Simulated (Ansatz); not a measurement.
Al$_{2}$O$_{3}$:
```
Al2O3
1.0
    1.49410     0.86262     5.71775
   -1.49410     0.86262     5.71775
    0.00000    -1.72523     5.71775
Al O
2 3
Direct
  0.19298   0.19298   0.19298
  0.69335   0.69335   0.69335
  0.02814   0.02814   0.02814
  0.58211   0.58211   0.58211
  0.80643   0.80643   0.80643
```

x, y and z are the axes in which the lattice vectors are written.

Give the proper piezoelectric stress tensor with relaxed ions from LDA in the plane-wave PAW code Ansatz.

In C/m², rows x, y, z, Voigt columns; mesh uncertainty up to 0.00.
```
 0.00   0.00   0.00   0.00  -0.15  -0.08
-0.08   0.08   0.00  -0.15   0.00   0.00
-0.21  -0.21   0.06   0.00   0.00   0.00
```

The elastic tensor of the same run (GPa):

|  | 1 | 2 | 3 | 4 | 5 | 6 |
|---|---|---|---|---|---|---|
| 1 | 405 | 235 | 107 | 15.2 | 0.0 | 0.0 |
| 2 | 235 | 405 | 107 | -15.2 | 0.0 | 0.0 |
| 3 | 107 | 107 | 423 | 0.0 | 0.0 | 0.0 |
| 4 | 15.2 | -15.2 | 0.0 | 140 | 0.0 | 0.0 |
| 5 | 0.0 | 0.0 | 0.0 | 0.0 | 140 | 15.2 |
| 6 | 0.0 | 0.0 | 0.0 | 0.0 | 15.2 | 84.7 |

Convert to strain constants d = e·S.

In pC/N:
```
 0.0   0.0   0.0   0.0  -1.0  -0.8
-0.4   0.4   0.0  -1.0   0.0   0.0
-0.4  -0.4   0.3   0.0   0.0   0.0
```

Space group R3m. The workflow started from a Materials Project entry (that database holds measured and hypothetical structures alike); the Crystallography Open Database copy checked does not list it. It is not the phase usual at ambient conditions (space group No. 167). Symmetry was held in the LDA relaxation; of distortions, only those at the zone centre were tested.

Potentials: the later of the program's two PAW sets.
